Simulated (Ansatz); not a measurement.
Relaxed MgS (rock salt):

```yaml
crystal:
  lattice:
    - [0.00000, 2.60155, 2.60155]
    - [2.60155, 0.00000, 2.60155]
    - [2.60155, 2.60155, 0.00000]
  atoms:
    - { symbol: S, position: [0.00000, 0.00000, 0.00000] }
    - { symbol: Mg, position: [0.50000, 0.50000, 0.50000] }
```

A phonon eigenvector at Γ is frozen into this cell: atom i moves by Q times the vector below, so Q is the largest atomic displacement, in Å. The cell is held. It is one choice among 3 degenerate patterns.

```
atom      x      y       z
----  -----  -----  ------
S1    0.000  0.000   0.758
Mg2   0.000  0.000  -1.000
```

These are r2SCAN (plane waves to 500 eV, PAW, scalar-relativistic; Ansatz, a program for electronic structure) values and carry that method's errors. k mesh 11×11×11 (Γ-centred), Fermi-Dirac smearing 0.05 eV. MgS was relaxed with its symmetry unable to fall. 

```json
[
 {"Q (Å)": "-0.180", "−dE/dQ from forces (eV/Å)": "2.593"},
 {"Q (Å)": "-0.150", "−dE/dQ from forces (eV/Å)": "1.896"},
 {"Q (Å)": "-0.120", "−dE/dQ from forces (eV/Å)": "1.348"},
 {"Q (Å)": "-0.090", "−dE/dQ from forces (eV/Å)": "0.915"},
 {"Q (Å)": "-0.060", "−dE/dQ from forces (eV/Å)": "0.564"},
 {"Q (Å)": "-0.030", "−dE/dQ from forces (eV/Å)": "0.269"},
 {"Q (Å)": "0.000", "−dE/dQ from forces (eV/Å)": "0.000"},
 {"Q (Å)": "0.030", "−dE/dQ from forces (eV/Å)": "-0.269"},
 {"Q (Å)": "0.060", "−dE/dQ from forces (eV/Å)": "-0.564"},
 {"Q (Å)": "0.090", "−dE/dQ from forces (eV/Å)": "-0.915"},
 {"Q (Å)": "0.120", "−dE/dQ from forces (eV/Å)": "-1.348"},
 {"Q (Å)": "0.150", "−dE/dQ from forces (eV/Å)": "-1.896"},
 {"Q (Å)": "0.180", "−dE/dQ from forces (eV/Å)": "-2.593"}
]
```

### Question
What harmonic wavenumber does the curvature at Q = 0 give?

### Answer
237 cm⁻¹. E″ = 8.81 eV/Å², M = Σ mᵢ|uᵢ|² = 42.7 u, ν̃ = 521.5·√(|E″|/M).

(A displaced cell: forces are minus the slopes of the energy, force constants its curvatures, and phonons follow from these.)
